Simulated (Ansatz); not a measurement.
WO$_{3}$:
```
CELL_PARAMETERS angstrom
      3.77653     0.00000     0.00000
      0.00000     3.77653     0.00000
      0.00000     0.00000     3.77653
ATOMIC_POSITIONS crystal
  W  0.00000 0.00000 0.00000
  O  0.00000 0.00000 0.50000
  O  0.50000 0.00000 0.00000
  O  0.00000 0.50000 0.00000
```

x, y and z are the axes in which the lattice vectors are written.

Problem. Give the high-frequency dielectric tensor and the Born effective charge tensors of the independent atoms from DFPT, the program Ansatz at the LDA level (PAW).

Solution. 
ε∞:
```
9.18  0.00  0.00
0.00  9.18  0.00
0.00  0.00  9.18
```
Z* of atom 1 (W), rows: field, columns: displacement, in e:
```
13.22   0.00   0.00
 0.00  13.22   0.00
 0.00   0.00  13.22
```
Z* of atom 2 (O), rows: field, columns: displacement, in e:
```
-1.78   0.00   0.00
 0.00  -1.78   0.00
 0.00   0.00  -9.65
```

Space group Pm-3m (ReO3 type). The workflow started from a Materials Project entry (that database holds measured and hypothetical structures alike); the Crystallography Open Database copy checked does not list it. COD files the formula under space group No. 2, 14, 62, 129, 130, 191. Its standing as an ambient phase is unchecked. The LDA relaxation kept the symmetry of its start. At this level the phase is dynamically unstable (imaginary phonons). The run is not spin-polarised. No Hubbard U is applied. Scalar-relativistic: spin–orbit coupling is off unless named, which matters more the heavier the elements.

Potentials: the earlier of the program's two PAW sets. The files were generated under PBE; for other functionals the program regenerates the frozen cores, and for LDA and PBEsol the local potential too.
